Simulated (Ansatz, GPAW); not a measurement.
This is a calculation of Cu3Ni for GPAW 26.7.0 (ASE script). The cell comes from a database or a generator and needn't be the stable form of this composition.

Contents of run.py:

```python
from ase import Atoms
from ase.dft.bandgap import bandgap
from ase.io import write
from ase.units import Bohr, GPa
from gpaw import GPAW, PW, setup_paths
from gpaw.elf import elf_from_dft_calculation

setup_paths.insert(0, '.')

atoms = Atoms(['Cu', 'Cu', 'Cu', 'Ni'],
              cell=[[1.3161551, -2.06036076, 0.0],
                    [1.3161551, 2.06036076, 0.0],
                    [0.0, 0.0, 8.24586025]],
              scaled_positions=[[0.5, 0.5, 0.24669122],
                                [0.0, 0.0, 0.5],
                                [0.5, 0.5, 0.75330878],
                                [0.0, 0.0, 0.0]],
              pbc=True)
atoms.set_initial_magnetic_moments([0.6, 0.6, 0.6, 1.0])

calc = GPAW(mode=PW(600),
            xc='PBEsol',
            kpts={'size': (12, 12, 4), 'gamma': True},
            occupations={'name': 'fermi-dirac', 'width': 0.05},
            nbands=45,
            convergence={'density': 1e-05, 'energy': 1e-05},
            maxiter=150,
            txt='gpaw.txt')
atoms.calc = calc
energy = atoms.get_potential_energy()
forces = atoms.get_forces()
stress = atoms.get_stress()
calc.write('gs.gpw')
write('result.traj', atoms)
print(f'Energy: {energy:.6f} eV')
print('Forces (eV/A):')
print(forces.round(4))
print('Stress (GPa):', (stress / GPa).round(3))
print('Moments:', calc.get_magnetic_moments().round(3))
print('Fermi level:', round(calc.get_fermi_level(), 4), 'eV')
print(f'Gap: {bandgap(calc)[0]:.4f} eV, direct: {bandgap(calc, direct=True)[0]:.4f} eV')

# fields on the real-space grid
write('density.cube', atoms, data=calc.get_pseudo_density() * Bohr**3)
write('potential.cube', atoms, data=calc.get_electrostatic_potential())
write('spin.cube', atoms, data=(calc.get_pseudo_density(spin=0) - calc.get_pseudo_density(spin=1)) * Bohr**3)
write('elf.cube', atoms, data=elf_from_dft_calculation(calc).data)
```

Potentials or basis: PAW data sets generated in the run's folder for this functional, pw.

Launch:

```console
$ gpaw-setup -f PBEsol Cu Ni
$ OMP_NUM_THREADS=1 python run.py
```

Problem. Translate it to Ansatz 0.2.0. Potentials or basis there: all-electron LAPW, scalar-relativistic.

Solution. As run (cutoffs and basis follow the program's own potentials, and thresholds, step limits or extra output files can differ):

input.yaml

```yaml
crystal:
  lattice:
    - [1.3161551, -2.06036076, 0.0]
    - [1.3161551, 2.06036076, 0.0]
    - [0.0, 0.0, 8.24586025]
  atoms:
    - { symbol: Cu, position: [0.5, 0.5, 0.24669122], spin: 0.6 }
    - { symbol: Cu, position: [0.0, 0.0, 0.5], spin: 0.6 }
    - { symbol: Cu, position: [0.5, 0.5, 0.75330878], spin: 0.6 }
    - { symbol: Ni, position: [0.0, 0.0, 0.0], spin: 1.0 }
kpoints:
  mp_grid: { grid: [12, 12, 4] }
scf:
  occupations: { method: fermi_dirac, width: 0.05 }
hamiltonian:
  xc: pbesol
  pseudopotentials: { kind: all_electron, lapw: { basis_error: 0.001 } }
magnetization:
  spin_polarized: true
output:
  forces: true
  stress: true
  eigenvalues: true
  populations: true
```

Potentials or basis: all-electron LAPW, scalar-relativistic.

Launch:

```sh
$ ansatz run input.yaml --threads 4 --pin off --max-ram 12288MiB --backend cpu --events-out ev --progress --plain --runs-dir out
```

Both were run:

|  | GPAW | Ansatz |
| --- | --- | --- |
| Pressure | 0.6 GPa | -1.5 GPa |
| Net moment | 0.00 μB per cell | 0.00 μB per cell |

Where Ansatz's input types no cutoff or centring, it takes its own default and a Γ-centred mesh.

The magnetic state is the one that the start led to; the real crystal's order can differ.

Pressure is positive in compression.
